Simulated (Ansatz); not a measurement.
Input and command of a plane-wave DFT calculation in Ansatz:

```yaml
crystal:
  lattice:
    - [2.5163680577, -6.0980917732, 0.0]
    - [2.5163680577, 6.0980917732, 0.0]
    - [0.0, 0.0, 4.6101501046]
  atoms:
    - { symbol: Sr, position: [0.8659520531, 0.1340479469, 0.75] }
    - { symbol: Sr, position: [0.1340479469, 0.8659520531, 0.25] }
    - { symbol: Pb, position: [0.584505079, 0.415494921, 0.75] }
    - { symbol: Pb, position: [0.415494921, 0.584505079, 0.25] }
basis:
  ecutwfc: 420
kpoints:
  mp_grid: { grid: [10, 10, 10] }
  band_path:
    path:
      - [[0.0, 0.0, 0.0], [-0.5, 0.5, 0.0], [-0.29256968, 0.70743032, 0.0]]
      - [[0.29256968, 0.29256968, 0.0], [0.0, 0.0, 0.0], [0.0, 0.0, 0.5], [0.29256968, 0.29256968, 0.5]]
      - [[-0.29256968, 0.70743032, 0.5], [-0.5, 0.5, 0.5], [-0.5, 0.5, 0.0]]
      - [[0.0, 0.0, 0.0], [0.0, 0.5, 0.0], [0.0, 0.5, 0.5], [0.0, 0.0, 0.5], [-0.5, 0.5, 0.5]]
    npoints: 14
hamiltonian:
  xc: pbesol
scf:
  occupations: { method: gaussian, width: 0.1 }
  n_extra_bands: 10
output:
  forces: true
  stress: true
  eigenvalues: true
  populations: true
  dos: { projected: true, de: 0.02, nscf_kmesh: { grid: [15, 15, 15] } }
  bader: true
```

```bash
ansatz run input.yaml --threads 1 --pin off --max-ram 2560MiB --backend cpu --events-out ev --progress --plain --runs-dir out
```

Processor: Arm Neoverse V1, 1 thread, on a host shared with other jobs.

Task: How long does it run, and how much memory does it take?

Result: About 3 min on 1 thread of Arm Neoverse V1 (shared host), peak memory 1.5 GiB. It solves 34 bands at 186 k points (the mesh reduced by symmetry) with about 2779 plane waves, in 6 SCF iterations.
